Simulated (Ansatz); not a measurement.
Given:

BC$_{5}$:
```xyz
6
Lattice="-1.2506 1.2506 5.6745 1.2506 -1.2506 5.6745 1.2506 1.2506 -5.6745" Properties=species:S:1:pos:R:3 pbc="T T T"
B      0.0000     1.2506     2.8373
C      0.0000     0.0000     9.5774
C      0.0000     0.0000     1.7717
C      0.0000     0.0000     5.6745
C      1.2506     0.0000     4.7661
C      1.2506     0.0000     0.9085
```

This is the PBEsol-relaxed structure.

Task: All from plane-wave PAW PBEsol (Ansatz code), unless another level is named. Predict the electronic character.

Result: metallic (no gap).

Task: Predict the formation energy from the elements (no fitted shifts).

Result: 0.13 eV/atom.

Task: Next, the density of states at the Fermi level?

Result: 0.10 states/eV per atom (mean over ±0.08 eV).

Space group I-4m2. The first step of the workflow began from a Materials Project structure, measured or hypothetical; the Crystallography Open Database copy checked does not list it. Its standing as an ambient phase is unchecked. The cell was relaxed with PBEsol under the symmetry of its start; whether a distortion lowers the energy is not shown. The references are the lowest solids computed at this level, not always the standard phases.

Potentials: the later of the program's two PAW sets.
